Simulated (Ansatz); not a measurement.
Relaxed-ion elastic tensor of Pb₂SeS in space group P4/mmm (No. 123; Pb on 1a, Pb on 1d, Se on 1c, S on 1b) in GPa (Voigt order), plane-wave PAW PBEsol (Ansatz code); density 8.05 g/cm³, 27.09 Å³ per atom.

```
96.0  58.8  14.4   0.0   0.0   0.0
58.8  96.0  14.4   0.0   0.0   0.0
14.4  14.4   141   0.0   0.0   0.0
 0.0   0.0   0.0  18.2   0.0   0.0
 0.0   0.0   0.0   0.0  18.2   0.0
 0.0   0.0   0.0   0.0   0.0  64.4
```

### Question
Is the crystal mechanically stable?

### Answer
Yes: the smallest eigenvalue of C is 18.2 GPa.

### Question
Work out the Voigt, Reuss and Hill averages.

### Answer
K_V = 56.5, K_R = 56.5, K_H = 56.5; G_V = 36.5, G_R = 25.6, G_H = 31.1 GPa.

### Question
Give Young's modulus, Poisson's ratio, Pugh's ratio and the universal anisotropy index.

### Answer
E = 9KG/(3K + G) = 78.8 GPa; ν = 0.27; K/G = 1.82 (near the Pugh limit of 1.75, no verdict); A_U = 5G_V/G_R + K_V/K_R − 6 = 2.13.

### Question
Estimate the sound speeds and the Debye temperature.

### Answer
v_l = √((K + 4G/3)/ρ) = 3490 m/s, v_t = √(G/ρ) = 1960 m/s, mean 2190 m/s; Θ = (h/k)(3n/4πV)^(1/3) v_m = 217 K.

### Question
Solve the Christoffel equation for the three sound speeds along x, y, z.

### Answer
Eigenvalues of C_ijkl n_j n_l equal ρv². In km/s, slowest first: x 1.50, 2.83, 3.45; y 1.50, 2.83, 3.45; z 1.50, 1.50, 4.19.

### Question
How much does each axis shrink under pressure?

### Answer
Linear compressibilities β_i = Σ_j S_ij (j = 1 to 3): x 5.9, y 5.9, z 5.9 per TPa.

The first step of the workflow began from a Materials Project structure, measured or hypothetical; the Crystallography Open Database copy checked does not list it. With Se and S taken as one species the cell has the higher symmetry Fm-3m, so it may be an ordered model of a mixed-site phase. Whether it is the stable phase at ambient conditions was not checked. The cell was relaxed with PBEsol under the symmetry of its start; of distortions, only those at the zone centre were tested. Scalar-relativistic: spin–orbit coupling is off unless named, which matters more the heavier the elements.

Potentials: the later of the program's two PAW sets.
